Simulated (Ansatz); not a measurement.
A geometry of Ga2Cu away from equilibrium: the start of the relaxation of a relaxed Ga2Cu cell with every coordinate shifted by Gaussian noise of σ = 0.2 Å. Computed with PBEsol (plane waves to 420 eV, PAW, scalar-relativistic; Ansatz, a quantum-chemistry and plane-wave program). Γ-centred k-mesh 12×12×6 on the run's cell (coarser than for final values), Fermi–Dirac smearing 0.05 eV.

```xyz
3
Lattice="2.8026 0.0000 0.0000 0.0000 2.8026 0.0000 0.0000 0.0000 5.7426" Properties=species:S:1:pos:R:3 pbc="T T T"
Ga     1.1176     1.6881     1.5816
Ga     1.2384     1.2061     4.0380
Cu     0.1019    -0.3214    -0.0397
```

Problem. Which atoms carry the largest force, and which way does it point?

Solution. 3.60 eV/Å, on Cu3 (atoms numbered as listed); on Cu3 its components are (-2.08, 1.79, -2.34).

Problem. What is the pressure?

Solution. +8.0 GPa, compression positive.

Problem. How far above the relaxed end point is this geometry?

Solution. 0.23 eV/atom; the path ends in P4/mmm (No. 123).

No spin polarisation in the result.
